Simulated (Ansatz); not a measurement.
BN in space group P6_222 (No. 180; B on 3d, N on 3c), PBE+D3(BJ) in the plane-wave PAW code Ansatz. The conduction-band minimum lies on the M–K line, 8 % of the way from M, with 6 equivalent valleys. Second derivatives d²E/dk² of the lowest band at one valley (eV·Å²), along Cartesian directions:

```json
[
 {"direction": "[100]", "d²E/dk²": "12.77"},
 {"direction": "[010]", "d²E/dk²": "10.99"},
 {"direction": "[001]", "d²E/dk²": "22.75"},
 {"direction": "[110]", "d²E/dk²": "11.91"},
 {"direction": "[101]", "d²E/dk²": "17.79"},
 {"direction": "[011]", "d²E/dk²": "16.86"}
]
```

Find the principal effective masses, the density-of-states mass and the conductivity mass.

Off-diagonal terms follow from H_xy = H[110] − (H_xx + H_yy)/2, and m*/mₑ = 7.620 eV·Å² over each eigenvalue: 0.33, 0.60, 0.69. One valley's DOS mass (m₁m₂m₃)^(1/3) = 0.52, conductivity mass 3/(Σ 1/mᵢ) = 0.49 mₑ.

What effective density of states Nc follows at 300 K for parabolic valleys?

Nc = 2.509e19 × 6 × (0.52)^(3/2) ≈ 5.6e19 cm⁻³.

The start of the workflow was typed in or built on a structure type; neither database checked (COD, Materials Project) lists it. It is not the phase usual at ambient conditions (space group No. 186, 194, 216). Symmetry was held in the PBE+D3(BJ) relaxation; whether a distortion lowers the energy is not shown.

Potentials: the later of the program's two PAW sets.

Edges and masses are those of Kohn–Sham bands, whose gap is no quasiparticle gap.
